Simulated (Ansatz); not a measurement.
ZrW$_{2}$ (cubic Laves (MgCu2 type), Fd-3m) at seven volumes, the program Ansatz at the PBEsol level (PAW), scaled uniformly. One row is withheld.

```csv
V (Å³/atom),P (GPa)
16.507,25.70
17.052,15.83
17.596,7.34
18.140,0.00
18.684,-6.33
19.228,-11.79
19.773,?
```

Question: Fit the shown pressures and predict the withheld one.

Answer: P = (3/2)B₀(x^(7/2) − x^(5/2))[1 + (3/4)(B′ − 4)(x − 1)] with x = (V₀/V)^(2/3). Least squares on the six rows gives V₀ = 18.140 Å³/atom, B₀ = 227 GPa, B′ = 3.88. At V = 19.773, x = 0.9442 and P = -16.55 GPa. The run itself gave -16.48 GPa.

The workflow started from an entry of the Crystallography Open Database (COD). Its standing as an ambient phase is unchecked. The cell was relaxed with PBEsol under the symmetry of its start; its stability against distortions is not shown here. No spin polarisation was allowed. Spin–orbit coupling is left out wherever it is not named.

Potentials: the later of the program's two PAW sets.
